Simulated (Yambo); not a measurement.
A G0W0@PBEsol run in Yambo for NaI (rock salt, space group Fm-3m, No. 225) (4×4×4 Γ-centred k mesh, bands 2 to 146 and a 10 Ry block in the screening, 146 bands in G with the Bruneval-Gonze terminator, plasmon pole fitted at 27.2 eV) gives these matrix elements, in eV, at the band edges (Γ → Γ):

```csv
state,E0,<Vxc>,<Σx>,<Σc(E0)>,Z
valence edge,0.000,-11.323,-14.300,1.085,0.808
conduction edge,3.593,-7.616,-3.777,-3.153,0.843
```

Problem. Solve the linearised quasiparticle equation for both states, give the gap, and say how exchange and correlation each act on it.

Solution. E = E0 + Z(Σx + Σc − Vxc). Valence: 0.000 + 0.808 × (-14.300 + (1.085) − (-11.323)) = -1.53 eV. Conduction: 3.593 + 0.843 × (-3.777 + (-3.153) − (-7.616)) = 4.17 eV. The gap is 5.70 eV, against 3.59 eV in PBEsol. Replacing Vxc by bare exchange alone would open it by 6.82 eV; correlation takes back 4.24 eV of that, and Z scales what is left. Nearest settings tried, and what they do to the gap: 49 bands in W, 49 bands in G: -79 meV. Not varied: block, mesh. So the settings aren't converged at that level. Without spin-orbit coupling, band edges of such heavy elements can be off by tenths of an eV.

Geometry relaxed with PBEsol; primitive cell a = 4.526 Å, b = 4.526 Å, c = 4.526 Å, α = 60.00°, β = 60.00°, γ = 60.00°.
